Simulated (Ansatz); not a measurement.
This run works on a proposed trial structure, not on a known crystal.

Input and command of a plane-wave DFT calculation in Ansatz:

```yaml
crystal:
  lattice:
    - [-1.6086926073, 1.6086926073, 7.5639054521]
    - [1.6086926073, -1.6086926073, 7.5639054521]
    - [1.6086926073, 1.6086926073, -7.5639054521]
  atoms:
    - { symbol: Al, position: [0.2004150865, 0.2004150865, 0.0] }
    - { symbol: Al, position: [0.7995849135, 0.7995849135, 0.0] }
    - { symbol: W, position: [0.0, 0.0, 0.0] }
    - { symbol: W, position: [0.3989900418, 0.3989900418, 0.0] }
    - { symbol: W, position: [0.6010099582, 0.6010099582, 0.0] }
basis:
  ecutwfc: 500
kpoints:
  mp_grid: { grid: [14, 14, 14] }
  band_path:
    path:
      - [[0.0, 0.0, 0.0], [0.0, 0.0, 0.5], [0.25, 0.25, 0.25], [0.0, 0.5, 0.0], [0.0, 0.0, 0.0], [0.5, 0.5, -0.5], [0.26130821, 0.73869179, -0.26130821]]
      - [[-0.26130821, 0.26130821, 0.26130821], [0.0, 0.0, 0.0]]
      - [[0.0, 0.0, 0.5], [-0.02261642, 0.02261642, 0.5]]
      - [[0.5, 0.5, -0.02261642], [0.5, 0.5, -0.5]]
    npoints: 14
hamiltonian:
  xc: r2scan
scf:
  occupations: { method: gaussian, width: 0.1 }
  n_extra_bands: 12
output:
  forces: true
  stress: true
  eigenvalues: true
  populations: true
  dos: { projected: true, de: 0.02, nscf_kmesh: { grid: [17, 17, 17] } }
  bader: true
  write_density: true
  write_potential: true
  elf: true
  volumetric_format: npy
```

```bash
ansatz run input.yaml --threads 1 --pin off --max-ram 2560MiB --backend cpu --events-out ev --progress --plain --runs-dir out
```

Processor: Intel(R) Xeon(R) Platinum 8259CL CPU @ 2.50GHz (Skylake/Cascade Lake), 1 thread, on a host shared with other jobs.

Q: How long does it run, and how much memory does it take?

A: About 5 min, peak memory 1.3 GiB. It solves 36 bands at 244 k points (after reduction by symmetry) with about 1971 plane waves, in 7 SCF iterations.
